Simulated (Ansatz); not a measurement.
GdSF:
```
GdSF
1.0
    3.83554     0.00000     0.00000
    0.00000     3.83554     0.00000
    0.00000     0.00000     6.85928
S F Gd
2 2 2
Direct
  0.50000   0.00000   0.64652
  0.00000   0.50000   0.35348
  0.00000   0.00000   0.00000
  0.50000   0.50000   0.00000
  0.50000   0.00000   0.22868
  0.00000   0.50000   0.77132
```
The run is spin-polarised; directions of the spins, atom by atom: 0 0 0 0 ↑ ↑.

Relaxed with r²SCAN.

Task: Give the Bader charges and basin volumes of the independent atoms, the program Ansatz at the r²SCAN level (PAW).

Result: 

| atom | Bader charge (e) | Bader volume (Å³) |
|---|---|---|
| S1 | -1.26 | 24.1 |
| F3 | -0.83 | 11.5 |
| Gd5 | +2.09 | 14.8 |

Space group P4/nmm. The workflow started from an entry of the Crystallography Open Database (COD). Whether it is the stable phase at ambient conditions was not checked. The r²SCAN relaxation kept the symmetry of its start; its stability against distortions is not shown here. The final state is ferromagnetic, chosen from 2 collinear starts compared on coarse meshes (ties went to the first, and starts can fall back to one state), not a proven ground state. Caveat: open 4f shells can settle in a state that is not the lowest. Other orbital occupations within this spin state were not tried. No Hubbard U is applied. Scalar-relativistic: spin–orbit coupling is off unless named, which matters more the heavier the elements.

Potentials: the later of the program's two PAW sets.
